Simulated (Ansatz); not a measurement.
Surface calculation: rocksalt CsH (110), 2 layers

The slab is cut from the rocksalt crystal, which needn't be the stable phase, as relaxed on PAW files (30.52 Å³/atom), with 16 Å of vacuum and a dipole correction:

```yaml
crystal:
  lattice:
    - [4.41964, 0.00000, 0.00000]
    - [0.00000, 6.25031, 0.00000]
    - [0.00000, 0.00000, 18.20980]
  atoms:
    - { symbol: Cs, position: [0.25000, 0.00000, 0.43932] }
    - { symbol: H, position: [0.25000, 0.50000, 0.43932] }
    - { symbol: Cs, position: [0.75000, 0.50000, 0.56068] }
    - { symbol: H, position: [0.75000, 0.00000, 0.56068] }
```

Level of theory: DFT with PBEsol, scalar-relativistic, in Ansatz 0.2.0; a Γ-centred 7×5×1 k mesh, Fermi–Dirac smearing of 0.02 eV, no spin polarisation. LAPW: all electrons, basis error target 1 meV/atom; PAW: frozen-core files, cutoff 420 eV.

The bulk energy comes from a cell in the slab's orientation on a 7×5×7 mesh. The surface energy is (E(slab) − N·E(bulk))/2A at zero smearing, the mean of both faces; thin slabs carry quantum-size effects.

Spin–orbit coupling is left out, which matters for the heavy atoms. The PAW files were made under PBE.

As cut, the LAPW slab lies 0.771 eV above 4 atoms of bulk. What surface energy is that?

Over two faces of 27.62 Å² it is 14.0 meV/Å², and times 16.02 J/m² per eV/Å² that gives γ = 0.224 J/m².

What do relaxation and the other method give?



```json
{"method": "LAPW", "γ as cut (J/m²)": "0.224", "γ relaxed (J/m²)": "0.186"}
{"method": "PAW", "γ as cut (J/m²)": "0.224", "γ relaxed (J/m²)": "0.185"}
```

How do the spacings between the planes relax?

From the bottom face up: d12 -18.8 % of 2.210 Å. The outer plane rumples by 0.314 Å.

Where do the band edges lie?

On the k mesh: gap 2.33 eV, valence top 3.12 eV below the vacuum level.

A field of 0.5 V/Å is applied along the normal, atoms held. What follows?

LAPW finds an induced dipole of 0.2897 e·Å a cell (PAW 0.2897), that is 3.80 Å for 4πα over the area, against 2.11 Å between the outer atoms.

What changes if relativity is switched off, at the same positions?

LAPW then gives: gap 2.39 eV, valence top 3.12 eV below the vacuum level.
